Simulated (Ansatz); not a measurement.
SrHfN2:
```
CELL_PARAMETERS angstrom
      1.67052     0.96447     5.90397
     -1.67052     0.96447     5.90397
      0.00000    -1.92895     5.90397
ATOMIC_POSITIONS crystal
  Sr 0.00000 0.00000 0.00000
  Hf 0.50000 0.50000 0.50000
  N  0.23281 0.23281 0.23281
  N  0.76719 0.76719 0.76719
```

Relaxed with r²SCAN.

Map the electron localisation function on the plane through (0.000, 0.000, 0.000) spanned by u = [1, 0, 0] and v = [-1, 1, 1] in lattice vectors, from the program Ansatz at the r²SCAN level (PAW).

x is the fraction of u, y of v (the angle between them is 51°; rows are the nearest grid lines); atoms in the plane: Sr at (0.00, 0.00), Hf at (0.00, 0.50), N at (0.47, 0.23), N at (0.53, 0.77).
```
|00699710024443211234442001799600|
|64589961026788765311111000059996|
|98889982026899987642110000015999|
|79999984115899889987531000000037|
|15789873114899756899753100000001|
|00001211003799840048986310000000|
|00000000002589983127997310000000|
|00110000000257899988998411111100|
|10001000000024789999998412345421|
|85200000000000125789987423789998|
|99620001100000001467887313699999|
|89985101222100000001344311379998|
|89997311344310000000122210158998|
|99999631378876410000000110002699|
|89998732478998752100000000000258|
|12454321489999998742000000010001|
|00111111489988999875200000001100|
|00000001379972138998520000000000|
|00000001368984004899730011210000|
|10000000135799865799841137898751|
|73000000013578998899851148999997|
|99951000001124678999862028998889|
|69995000011111356788762016998546|
|00699710024443211234442001799600|
```
Scale: ten equal steps from 0.006 (start of '0') to 0.862 (end of '9'), in the order '0123456789'; x runs from 0.000 to 1.00, y from 0.000 (bottom) to 1.00 (top).

The density is the valence pseudo-density with augmentation charge, so density and ELF within about 1 Å of a nucleus are not all-electron values.

Space group R-3m. The first step of the workflow began from a Materials Project structure, measured or hypothetical; the Crystallography Open Database copy checked does not list it. Whether it is the stable phase at ambient conditions was not checked. Symmetry was held in the r²SCAN relaxation; whether a distortion lowers the energy is not shown. No spin polarisation was allowed. Scalar-relativistic: spin–orbit coupling is off unless named, which matters more the heavier the elements.

Potentials: the later of the program's two PAW sets.
